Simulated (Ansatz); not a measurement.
Input:

PtSeS:
```cif
data_PtSSe
_chemical_formula_sum 'Pt1 Se1 S1'
_space_group_name_H-M_alt 'P 1'
_space_group_IT_number 1
_cell_length_a 3.65336
_cell_length_b 3.65336
_cell_length_c 4.62257
_cell_angle_alpha 90.000
_cell_angle_beta 90.000
_cell_angle_gamma 120.000
loop_
_space_group_symop_operation_xyz
  'x, y, z'
loop_
_atom_site_label
_atom_site_type_symbol
_atom_site_fract_x
_atom_site_fract_y
_atom_site_fract_z
_atom_site_occupancy
Pt1 Pt 0.33333 0.66667 0.00963 1
Se1 Se 0.00000 0.00000 0.73024 1
S1 S 0.66667 0.33333 0.26013 1
```

This is the LDA-relaxed structure.

Q: All from DFT-LDA in the program Ansatz with PAW potentials, unless another level is named. Predict the bulk modulus (Birch–Murnaghan fit).

A: 57.0 GPa.

Q: Give the highest zone-centre frequency.

A: 309 cm^-1.

Space group P3m1. The first step of the workflow began from a Materials Project structure, measured or hypothetical; the Crystallography Open Database copy checked does not list it. With Se and S taken as one species the cell has the higher symmetry P-3m1, so it may be an ordered model of a mixed-site phase. Whether it is the stable phase at ambient conditions was not checked. The cell was relaxed with LDA under the symmetry of its start; its stability against distortions is not shown here. The run is not spin-polarised. A crystal of weakly bound layers computed without a dispersion correction: the cell and the soft elastic constants depend strongly on that. As this level gives no gap, phonon frequencies hold no LO–TO term and depend on the k-mesh and smearing (Fermi–Dirac, 0.1 eV here). Scalar-relativistic: spin–orbit coupling is off unless named, which matters more the heavier the elements.

Potentials: the later of the program's two PAW sets.
